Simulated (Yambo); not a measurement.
```
KCl
1.0
    0.00000     3.09906     3.09906
    3.09906     0.00000     3.09906
    3.09906     3.09906     0.00000
Cl K
1 1
Direct
  0.50000   0.50000   0.50000
  0.00000   0.00000   0.00000
```

The PBEsol cell relaxed from Materials Project entry mp-23193 was given an isotropic strain of -0.7 % on all lattice vectors, and the atoms were relaxed again.

Problem. Where are the main features of Im ε from RPA with local fields on PBEsol bands (Yambo; 10×10×10 mesh, 42 bands, 4 Ry local-field block, 0.2 eV broadening; field along x)?

Solution. Peaks at 8.0 eV (2.7), 11.2 eV (2.4), 13.9 eV (0.8), 17.9 eV (1.3), heights in brackets. Peak heights and small wiggles depend on the k mesh. Convergence of the RPA response with its 10×10×10 mesh was not tested. No excitonic effects at this level.
